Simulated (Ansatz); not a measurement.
ZnSe in space group P-6m2 (No. 187; Zn on 1a, Se on 1f) at seven volumes, DFT-PBE in the program Ansatz with PAW potentials, shape and atoms relaxed at each. One row is withheld.

| V (Å³/atom) | P (GPa) |
|---|---|
| 18.373 | 6.97 |
| 18.978 | 4.24 |
| 19.584 | 1.95 |
| 20.190 | 0.00 |
| 20.795 | -1.64 |
| 21.401 | ? |
| 22.007 | -4.23 |

Fit the shown pressures and predict the withheld one.

P = (3/2)B₀(x^(7/2) − x^(5/2))[1 + (3/4)(B′ − 4)(x − 1)] with x = (V₀/V)^(2/3). Least squares on the six rows gives V₀ = 20.190 Å³/atom, B₀ = 59.6 GPa, B′ = 4.53. At V = 21.401, x = 0.9619 and P = -3.04 GPa. The run itself gave -3.03 GPa.

The cell is a constructed one: a structure type filled with these elements; neither database checked (COD, Materials Project) lists it. It is not the phase usual at ambient conditions (space group No. 216). The PBE relaxation kept the symmetry of its start; whether a distortion lowers the energy is not shown.

Potentials: the later of the program's two PAW sets.
